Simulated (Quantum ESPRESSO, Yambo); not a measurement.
## PtSe2 monolayer: DFT and GW levels

```
PtSe2
1.0
    3.70996     0.00000     0.00000
   -1.85498     3.21292     0.00000
    0.00000     0.00000    15.60000
Se Pt
2 1
Direct
  0.66667   0.33333   0.91531
  0.33333   0.66667   0.08469
  0.00000   0.00000   0.00000
```

The layer was cut from Materials Project entry mp-1115 and relaxed with PBE+D3(BJ) in a cell 15.6 Å high, with the Coulomb interaction truncated along z.

Starting point: norm-conserving PBE (stringent potentials; Quantum ESPRESSO, 104 Ry, no spin-orbit coupling). G0W0 in Yambo: 6×6×1 Γ-centred k mesh, bands 23 to 142 and a 6 Ry block in the screening, 142 bands in G with the Bruneval-Gonze terminator, plasmon pole fitted at 27.2 eV, slab-truncated Coulomb interaction, stochastic integration of W near q = 0.

```json
{
 "PBE gap along the band path": "1.37 eV",
 "PBE gap between the mesh's edge points (Γ → (0, 0.167))": "1.64 eV",
 "G0W0 gap between the same points": "2.61 eV",
 "PBE smallest direct gap on the mesh (at (0, 0.167))": "1.71 eV",
 "G0W0 direct gap at that point": "2.65 eV",
 "estimate of the fundamental G0W0 gap (path gap plus the correction; the mesh misses a band edge)": "2.33 eV"
}
```

| k point | band | E PBE (eV) | E QP (eV) | shift (eV) | Z |
|---|---|---|---|---|---|
| Γ | VB | 0.00 | -0.24 | -0.24 | 0.74 |
| Γ | CB | 2.97 | 3.86 | 0.89 | 0.73 |
| (0, 0.167) | VB | -0.07 | -0.28 | -0.21 | 0.74 |
| (0, 0.167) | CB | 1.64 | 2.37 | 0.72 | 0.74 |
| M | VB | -1.46 | -1.89 | -0.43 | 0.73 |
| M | CB | 2.42 | 3.27 | 0.85 | 0.73 |
| K | VB | -0.97 | -1.14 | -0.17 | 0.73 |
| K | CB | 1.79 | 2.56 | 0.78 | 0.74 |

Energies count from the PBE valence-band maximum.

Convergence of the G0W0 settings was not tested.

Without spin-orbit coupling, band edges of such heavy elements can be off by tenths of an eV.
